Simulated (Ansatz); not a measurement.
TaGe₂ in space group P6_222 (No. 180; Ge on 6j, Ta on 3d) under volume change, PBEsol (plane waves, PAW; program Ansatz), shape and atoms relaxed at each volume.

```
V (Å³/atom)  E − E(relaxed) (meV/atom)  P (GPa)
-----------  -------------------------  -------
14.395                            77.8    19.10
14.870                               …        …
15.344                             7.7     5.33
15.819                             0.0    -0.01
16.293                               …        …
16.768                            26.0    -8.31
17.243                            55.5   -11.52
```

Question: What belongs in the gaps?

Answer: 
- 14.870, E − E(relaxed) (meV/atom): 32.5
- 14.870, P (GPa): 11.65
- 16.293, E − E(relaxed) (meV/atom): 6.9
- 16.293, P (GPa): -4.51

Question: What does a third-order Birch–Murnaghan fit give for V₀, B₀ and B′?

Answer: V₀ = 15.82 Å³/atom, B₀ = 163 GPa, B′ = 4.6.

The workflow started from an entry of the Crystallography Open Database (COD). Its standing as an ambient phase is unchecked. The cell was relaxed with PBEsol under the symmetry of its start; its stability against distortions is not shown here. The run is not spin-polarised. Spin–orbit coupling is left out wherever it is not named.

Potentials: the later of the program's two PAW sets.
